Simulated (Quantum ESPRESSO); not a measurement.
# GaSi6As: a curve over one atom's position

Simulated, not a measurement. The program is pw.x of Quantum ESPRESSO 7.5 (plane-wave density functional theory). The cell is made up: 8 atoms on a zincblende/diamond lattice, with randomly drawn elements, strain and displacements, not relaxed. PseudoDojo standard norm-conserving files (v0.5 for PBE, v0.4.1 for LDA and PBEsol) set the functional; there is no spin polarisation, spin-orbit coupling or dispersion term, and the masses in the input are unused placeholders.

Seven runs move atom 1 (Ga, counted in the order of the input) along z and keep all else fixed.

Input of the run at +0.0148:

```
&control calculation='scf', pseudo_dir='./dojo.nc.sr.pbe.v0_5.standard.upf', outdir='./o', disk_io='low', tprnfor=.true., tstress=.true. /
&system ibrav=0, nat=8, ntyp=3, nbnd=36, ecutwfc=84.00895049, nosym=.true., tot_charge=0,
 occupations='smearing', smearing='fd', degauss=0.0073498644
/
&electrons conv_thr=7.350e-09, electron_maxstep=60, /
ATOMIC_SPECIES
As 1.0 As.upf
Ga 1.0 Ga.upf
Si 1.0 Si.upf
CELL_PARAMETERS angstrom
5.3875 0.0002 -0.0422
0.0002 5.4944 0.023
-0.0422 0.023 5.5823
ATOMIC_POSITIONS angstrom
Ga 0.0269 0.0133 0.1187
Si 0.0643 2.7538 2.7575
Si 2.6522 0.0458 2.7563
Si 2.761 2.7954 -0.0431
Si 1.335 1.3631 1.3763
Si 1.2269 4.1157 4.1598
As 4.0616 1.3441 4.1779
Si 3.997 4.1769 1.3797
K_POINTS automatic
6 6 6 1 1 1
```

```
shift of atom 1 along z (Å)  free energy less that of the input shown (eV)  Fx on atom 1 (eV/Å)  Fy on atom 1 (eV/Å)  Fz on atom 1 (eV/Å)  pressure (GPa)  iterations
                    -0.1062                                         0.0144                0.532               -1.278                0.896            2.61          10
                    -0.0784                                        -0.0055                0.470               -1.271                0.536            2.59          10
                    +0.0148                                         0.0000                0.271               -1.267               -0.647            2.63          10
                    +0.0304                                         0.0116                0.239               -1.270               -0.840            2.66          10
                    +0.0529                                         0.0336                0.193               -1.275               -1.115            2.70          10
                    +0.0655                                         0.0486                0.168               -1.278               -1.267            2.73          10
                    +0.1229                                         0.1408                0.056               -1.301               -1.941            2.91          10
```

A cubic fit gives dFz/dz = -12.52 eV/Å² at zero shift. Across the table the free energy follows the integral of the force to within 0.1 meV. A rerun of one of the cells at 1437 eV and a 8 x 8 x 8 mesh moved values by no more than 0.002 eV in energy, 0.02 GPa in stress and 0.002 eV/Å in force.